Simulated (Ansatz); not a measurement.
Input:

Cr₃GeN:
```yaml
crystal:
  lattice:
    - [3.77308, 0.00000, 0.00000]
    - [0.00000, 3.77308, 0.00000]
    - [0.00000, 0.00000, 3.77308]
  atoms:
    - { symbol: Ge, position: [0.00000, 0.00000, 0.00000] }
    - { symbol: N, position: [0.50000, 0.50000, 0.50000] }
    - { symbol: Cr, position: [0.00000, 0.50000, 0.50000] }
    - { symbol: Cr, position: [0.50000, 0.50000, 0.00000] }
    - { symbol: Cr, position: [0.50000, 0.00000, 0.50000] }
```

This is the PBEsol-relaxed structure.

### Question
All from the program Ansatz at the PBEsol level (PAW), unless another level is named. Predict the electronic character.

### Answer
metallic (no gap).

### Question
And the density of states at the Fermi level?

### Answer
0.85 states/eV per atom (mean over ±0.08 eV).

### Question
And the formation energy from the elements (no fitted shifts)?

### Answer
-0.32 eV/atom.

Space group Pm-3m (anti-perovskite). A made-up cell: these elements were put on the sites of a structure type; neither database checked (COD, Materials Project) lists it. COD files the formula under space group No. 113. Whether it is the stable phase at ambient conditions was not checked. The PBEsol relaxation kept the symmetry of its start. At this level the phase is dynamically unstable (imaginary phonons). The workflow began spin-polarised and lost its moments. The references are the lowest solids computed at this level, not always the standard phases (solids in place of the gases). Scalar-relativistic: spin–orbit coupling is off unless named, which matters more the heavier the elements.

Potentials: the earlier of the program's two PAW sets. The files were generated under PBE; for other functionals the program regenerates the frozen cores, and for LDA and PBEsol the local potential too.
